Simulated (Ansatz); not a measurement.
Relaxed-ion elastic tensor of C in space group Fd-3m (No. 227; C on 8b, C on 32e) in GPa (Voigt order), DFT-r²SCAN in the program Ansatz with PAW potentials; density 0.91 g/cm³, 22.03 Å³ per atom.

```
95.5  83.5  83.5   0.0   0.0   0.0
83.5  95.5  83.5   0.0   0.0   0.0
83.5  83.5  95.5   0.0   0.0   0.0
 0.0   0.0   0.0  15.9   0.0   0.0
 0.0   0.0   0.0   0.0  15.9   0.0
 0.0   0.0   0.0   0.0   0.0  15.9
```

**Question.** Is the crystal mechanically stable?

**Answer.** Yes: the smallest eigenvalue of C is 11.9 GPa.

**Question.** Work out the Voigt, Reuss and Hill averages.

**Answer.** K_V = 87.5, K_R = 87.5, K_H = 87.5; G_V = 11.9, G_R = 9.5, G_H = 10.7 GPa.

**Question.** Give Young's modulus, Poisson's ratio, Pugh's ratio and the universal anisotropy index.

**Answer.** E = 9KG/(3K + G) = 30.9 GPa; ν = 0.44; K/G = 8.16 (ductile by the Pugh limit of 1.75); A_U = 5G_V/G_R + K_V/K_R − 6 = 1.25.

**Question.** Estimate the sound speeds and the Debye temperature.

**Answer.** v_l = √((K + 4G/3)/ρ) = 10600 m/s, v_t = √(G/ρ) = 3440 m/s, mean 3920 m/s; Θ = (h/k)(3n/4πV)^(1/3) v_m = 416 K.

**Question.** Give the Zener ratio and Young's modulus along [100], [110] and [111].

**Answer.** A = 2C44/(C11 − C12) = 2.66; 1/E = S11 − 2(S11 − S12 − S44/2)Γ with Γ = 0, 1/4, 1/3 gives 17.5, 32.3, 44.9 GPa.

**Question.** Solve the Christoffel equation for the three sound speeds along [100], [110], [111].

**Answer.** Eigenvalues of C_ijkl n_j n_l equal ρv². In km/s, slowest first: [100] 4.19, 4.19, 10.27; [110] 2.57, 4.19, 10.79; [111] 3.20, 3.20, 10.96.

The start of the workflow was typed in or built on a structure type. Its sites differ from those of the usual phase in this space group: another stacking or structure type. Symmetry was held in the r²SCAN relaxation; its stability against distortions is not shown here.

Potentials: the earlier of the program's two PAW sets.
